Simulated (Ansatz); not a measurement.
Si5CN8 on the sites of β-Si3N4 (relaxed group Pm), relaxed with r2SCAN. The symmetry is Pm (No. 6, monoclinic); conventional cell a = 7.395 Å, b = 2.851 Å, c = 7.424 Å, β = 119.7°, 9.71 Å³ an atom. Si is surrounded by 4 N at 1.70–1.74 Å; Si is surrounded by 4 N at 1.70 Å; Si is surrounded by 4 N at 1.72–1.75 Å; Si is surrounded by 4 N at 1.69–1.74 Å; C is surrounded by 4 N at 1.45–1.68 Å; Si is surrounded by 4 N at 1.73–1.75 Å; N is surrounded by 1 C at 1.45 Å and 2 Si at 1.74 Å; N is surrounded by 3 Si at 1.70–1.74 Å (further sites aren't listed).

```yaml
crystal:
  lattice:
    - [7.42355, 0.00000, 0.02905]
    - [0.00000, 2.85082, 0.00000]
    - [-3.68663, 0.00000, 6.41017]
  atoms:
    - { symbol: Si, position: [0.58981, 0.50000, 0.82764] }
    - { symbol: Si, position: [0.82236, 0.00000, 0.23304] }
    - { symbol: Si, position: [0.78516, 0.00000, 0.60377] }
    - { symbol: Si, position: [0.22635, 0.50000, 0.40801] }
    - { symbol: C, position: [0.19415, 0.50000, 0.77467] }
    - { symbol: Si, position: [0.39656, 0.00000, 0.15885] }
    - { symbol: N, position: [0.32087, 0.50000, 0.67572] }
    - { symbol: N, position: [0.65975, 0.00000, 0.33295] }
    - { symbol: N, position: [0.70854, 0.50000, 0.67825] }
    - { symbol: N, position: [0.66280, 0.00000, 0.97053] }
    - { symbol: N, position: [0.05513, 0.00000, 0.70930] }
    - { symbol: N, position: [0.96512, 0.50000, 0.29733] }
    - { symbol: N, position: [0.29689, 0.00000, 0.32791] }
    - { symbol: N, position: [0.31652, 0.50000, 0.00203] }
```

The questions ask for values computed with Ansatz 0.2.0 on this geometry. Note: simulated data, non-magnetic, for a generated structure that need not be the stable one.

Given (4×10×4 mesh): PBE gives an indirect gap of 1.99 eV, from Γ–Z (0.30 of the way from Γ) to Γ; the least direct gap is 2.35 eV at Γ–Z (0.10 of the way from Γ).

Question: Estimate the gap with r2SCAN on 4×10×4.

Answer: r2SCAN gives an indirect gap of 2.33 eV, from Γ–Z (0.33 of the way from Γ) to Γ; the least direct gap is 2.70 eV at Γ. The gap differs by +0.34 eV from PBE's.

Question: Estimate the gap with HSE06 on 2×6×2.

Answer: The HSE06 gap is indirect, 3.44 eV (Γ–Z (0.33 of the way from Γ) to Γ), below the direct gap of 3.77 eV at Γ. The gap differs by +1.45 eV from PBE's.

Question: Estimate the gap with PBE0 on 2×6×2.

Answer: The PBE0 gap is indirect, 4.20 eV (Γ–Z (0.33 of the way from Γ) to Γ), below the direct gap of 4.54 eV at Γ. The gap differs by +2.21 eV from PBE's.

Question: What do these levels agree on?

Answer: r2SCAN covers 24 % of the step from PBE to HSE06. All these functionals give a gap of the same kind, indirect.

Where an edge lies off the special points, it is a point of the mesh or the k point where a search put PBE's edge or least direct gap, reused for the other functionals, whose own edges may lie a little apart; PBE's own value is read along its path and can be a few hundredths of an eV high.

The meshes of the hybrids are coarse, so their gaps aren't converged to the digits shown.
